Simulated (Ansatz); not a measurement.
# Data sheet: Ca$_{2}$BeN$_{2}$ (DFT)

Ca2BeN2:
```yaml
crystal:
  lattice:
    - [-1.78095, 1.78095, 5.77312]
    - [1.78095, -1.78095, 5.77312]
    - [1.78095, 1.78095, -5.77312]
  atoms:
    - { symbol: Ca, position: [0.65554, 0.65554, 0.00000] }
    - { symbol: Ca, position: [0.34446, 0.34446, 0.00000] }
    - { symbol: Be, position: [0.00000, 0.00000, 0.00000] }
    - { symbol: N, position: [0.86633, 0.86633, 0.00000] }
    - { symbol: N, position: [0.13367, 0.13367, 0.00000] }
```

Space group I4/mmm (No. 139); conventional cell a = b = 3.5619 Å, c = 11.5462 Å, α = β = γ = 90.00°.

Method: plane-wave PAW PBE (Ansatz code). The cell and atoms are relaxed at this level. Other levels are named where they apply.

Cell and energy:

```yaml
volume_per_atom: 14.65 Å³
density: 2.66 g/cm³
Formation energy from the elements (no fitted shifts): -0.95 eV/atom
```

Electronic structure:

```yaml
band_gap: 1.03 eV (indirect)
valence_band_maximum: at M
conduction_band_minimum: at Γ
smallest_direct_gap_on_the_standard_path: 1.09 eV
electron_effective_mass: 0.26, 0.34, 0.34 mₑ (principal values)
```

Mechanics:

```yaml
Bulk modulus (Birch–Murnaghan fit): 84.9 GPa
Pressure derivative B′: 4.3
```

The start of the workflow was typed in or built on a structure type; neither database checked (COD, Materials Project) lists it. Its standing as an ambient phase is unchecked. The PBE relaxation kept the symmetry of its start; its stability against distortions is not shown here. The references are the lowest solids computed at this level, not always the standard phases (solids in place of the gases).

Potentials: the earlier of the program's two PAW sets.
